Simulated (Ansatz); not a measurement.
MgS:
```
MgS
1.0
    0.00000     2.60155     2.60155
    2.60155     0.00000     2.60155
    2.60155     2.60155     0.00000
Mg S
1 1
Direct
  0.00000   0.00000   0.00000
  0.50000   0.50000   0.50000
```

Relaxed with r²SCAN. 

Q: HSE06 on this cell (Ansatz, a program for electronic structure, PAW) gives a gap of 3.80 eV. What does r²SCAN give?

A: 3.46 eV.

Cost on shared cores: the r²SCAN run (SCF on a 9×9×9 mesh, then bands and DOS) about 11 core-seconds (a rough figure), the HSE06 run (SCF on 7×7×7, then a few points) about 70 core-seconds (a rough figure); the tasks are unlike.

Space group Fm-3m (rock salt). The cell was relaxed with r²SCAN under the symmetry of its start.

Potentials: the later of the program's two PAW sets.

Ansatz is a plane-wave DFT program.
